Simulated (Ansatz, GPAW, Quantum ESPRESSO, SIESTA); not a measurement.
# One calculation of GaGe3, 4 ways

```
Ge Ga
1.0
     0.00000    3.38717    3.38717
     3.38717    0.00000    3.38717
     3.38717    3.38717    0.00000
Ge Ga
3 1
Direct
  0.50000 0.50000 0.50000
  0.75000 0.75000 0.75000
  0.25000 0.25000 0.25000
  0.00000 0.00000 0.00000
```

The cell comes from a database or a generator and needn't be the stable form of this composition.

Alike in all runs: task band structure; functional PBEsol; k mesh 7 × 7 × 7; occupations fermi-dirac, width 0.05 eV; no spin polarisation; no spin-orbit coupling. Pressure is positive in compression and, in plane waves, holds the error of the finite cutoff.

```tsv
program and potentials	plane-wave cutoff (eV)	notes	pressure (GPa)
SIESTA, files PseudoDojo sr-pbesol-0.4.1-standard, DZP (energy shift 0.003 Ry; two zetas on semicore shells)	-	atomic basis; 13.75 valence electrons an atom on average	-2.31
GPAW, PAW data sets generated for this functional	600	3.75 valence electrons an atom on average	-4.15
Quantum ESPRESSO, GBRV 1.5 PBEsol	762	15.25 valence electrons an atom on average	-3.93
Ansatz, all-electron LAPW, scalar-relativistic	-	-	-3.89
```

The pressure spans -4.15 (GPAW, PAW data sets generated for this functional) to -2.31 GPa (SIESTA, files PseudoDojo sr-pbesol-0.4.1-standard, DZP (energy shift 0.003 Ry; two zetas on semicore shells)), with all-electron results at -3.89. The pressure on the cell as given of SIESTA, files PseudoDojo sr-pbesol-0.4.1-standard, DZP (energy shift 0.003 Ry; two zetas on semicore shells) lies far from the others; the cause wasn't traced. Rows in atomic bases carry the error of their basis and grid, which can be large.

The functional is the same throughout but for its coding, so the spread measures potentials, basis and numerics; runs on potential files found faulty are left out.
